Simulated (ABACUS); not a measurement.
Input and output of a self-consistent single point for ZnS (F-43m, 8 atoms in the cell; from Materials Project mp-10695, changed as shown) (ABACUS).

Level of theory: PBE, PseudoDojo 0.5 standard norm-conserving PBE (tails mended) pseudopotentials (plane waves; ABACUS 3.10.1).

The change in words: lattice scaled by 1.02. Reference geometry (F-43m):
```xyz
8
Lattice="5.3874 0.0000 0.0000 0.0000 5.3874 0.0000 0.0000 0.0000 5.3874" Properties=species:S:1:pos:R:3 pbc="T T T"
Zn     0.0000     0.0000     0.0000
Zn     0.0000     2.6937     2.6937
Zn     2.6937     0.0000     2.6937
Zn     2.6937     2.6937     0.0000
S      1.3468     1.3468     4.0405
S      1.3468     4.0405     1.3468
S      4.0405     1.3468     1.3468
S      4.0405     4.0405     4.0405
```

Reference input (self-consistent single point, DFT, PBE, plane waves, PseudoDojo 0.5 standard norm-conserving PBE (tails mended) pseudopotentials): KPT = Gamma 6 6 6 0 0 0; basis_type = pw; dft_functional = PBE; ecutwfc = 84 Ry; smearing_method = fixed; potentials = PseudoDojo 0.5 standard norm-conserving PBE (tails mended); symmetry = 1; ks_solver = dav_subspace; scf_nmax = 100; scf_thr = 1.0e-09 Ry; mixing_type = broyden; mixing_beta = 0.7. This run's input differs from it in these lines:

```diff
@@ -23,8 +23,8 @@
 LATTICE_CONSTANT
-10.180654
+10.384266
 
 LATTICE_VECTORS
-   0.9999999835    0.0000000000    0.0000000000
-   0.0000000000    0.9999999835    0.0000000000
-   0.0000000000    0.0000000000    0.9999999835
+   1.0000000147    0.0000000000    0.0000000000
+   0.0000000000    1.0000000147    0.0000000000
+   0.0000000000    0.0000000000    1.0000000147
```

Output (repeated stretches shortened):

```
 SELF-CONSISTENT
 -------------------------------------------
                                 init_chg = atomic

 PW ALGORITHM --------------- ION=   1  ELEC=   1--------------------------------

 Notice: Threshold on eigenvalues was too large.

 Density error is 0.396911097145
                          Error Threshold = 0.000382024393203
 E_KohnSham     -1760.7210125406     -23955.8383588811
 E_Fermi        0.4438353699         6.0386900049

 PW ALGORITHM --------------- ION=   1  ELEC=   2--------------------------------

 Density error is 0.0818743564696
                          Error Threshold = 0.000381645285716
   [... lines left out ...]

 Density error is 6.35020378277e-09
                          Error Threshold = 3.65509227988e-10
 E_KohnSham     -1760.8467218250     -23957.5487214408
 E_Fermi        0.4846540389         6.5940564878

 PW ALGORITHM --------------- ION=   1  ELEC=   8--------------------------------

 Density error is 3.35491803402e-10
                          Error Threshold = 6.10596517574e-12
 E_KohnSham     -1760.8467218282     -23957.5487214839
 E_KS(sigma->0) -1760.8467218282     -23957.5487214839
 E_entropy(-TS) 0.0000000000         0.0000000000
 E_Fermi        0.4846555887         6.5940775743
 charge density convergence is achieved
 final etot is -23957.548721 eV
 EFERMI = 6.5940775743 eV

 STATE ENERGY(eV) AND OCCUPATIONS    NSPIN == 1
   [... 60 lines left out ...]

 TOTAL-FORCE (eV/Angstrom)
                       Zn1         0.0000000000         0.0000000000         0.0000000000
                       Zn2         0.0000000000         0.0000000000         0.0000000000
                       Zn3         0.0000000000         0.0000000000         0.0000000000
                       Zn4         0.0000000000         0.0000000000         0.0000000000
                        S1        -0.0000020393        -0.0000020393         0.0000020393
                        S2        -0.0000020393         0.0000020393        -0.0000020393
                        S3         0.0000020393        -0.0000020393        -0.0000020393
   [... lines left out ...]

 TOTAL-STRESS (KBAR)
       -18.6251559770        -0.0000000000         0.0000000000
        -0.0000000000       -18.6251559770         0.0000000000
         0.0000000000         0.0000000000       -18.6251559770
 TOTAL-PRESSURE: -18.625156 KBAR

 --------------------------------------------
 !FINAL_ETOT_IS -23957.5487214838612999 eV
 --------------------------------------------
```

The run converged in 8 iterations. Against the reference run the free energy hardly moves (within 1 meV/atom), the pressure goes from 2.30 to -1.86 GPa and the gap on the mesh goes from 2.153 to 1.899 eV.

The structure comes from a collection of computed structures, made at another level of theory; the collection holds predicted forms beside known ones.

Cost on one core: very roughly 2.9 core-minutes.

“Tails mended”: in these copies of the files the far tail of each local potential was reset to the Coulomb form.
